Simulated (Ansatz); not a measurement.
Here is the system:

ZnCdTe$_{2}$:
Space group R3m, hexagonal axes (No. 160); a = b = 4.376 Å, c = 21.596 Å, α = β = 90.00°, γ = 120.00°

| atom | site | symmetry | x | y | z |
|---|---|---|---|---|---|
| Zn | 3a | 3m | 0.0000 | 0.0000 | 0.5007 |
| Cd | 3a | 3m | 0.0000 | 0.0000 | 0.9983 |
| Te | 3a | 3m | 0.0000 | 0.0000 | 0.8704 |
| Te | 3a | 3m | 0.0000 | 0.0000 | 0.3806 |
(The calculation used a cell of 4 atoms; values per cell refer to that cell.)

This is the LDA-relaxed structure.

Q: All from DFT-LDA in the program Ansatz with PAW potentials, unless another level is named. Predict the electron effective mass.

A: 0.062, 0.062, 0.077 mₑ (principal values).

Q: Give the weight of the conduction-edge state by species (Voronoi cells).

A: Zn 43 %, Te 35 %, Cd 22 %.

Q: Predict the weight of the valence-edge state by species (Voronoi cells).

A: Te 79 %, Cd 14 %, Zn 7 %.

The first step of the workflow began from a Materials Project structure, measured or hypothetical; the Crystallography Open Database copy checked does not list it. Its standing as an ambient phase is unchecked. The cell was relaxed with LDA under the symmetry of its start; of distortions, only those at the zone centre were tested. Spin–orbit coupling is left out wherever it is not named.

Potentials: the later of the program's two PAW sets.

Edges and masses are those of Kohn–Sham bands, whose gap is no quasiparticle gap.
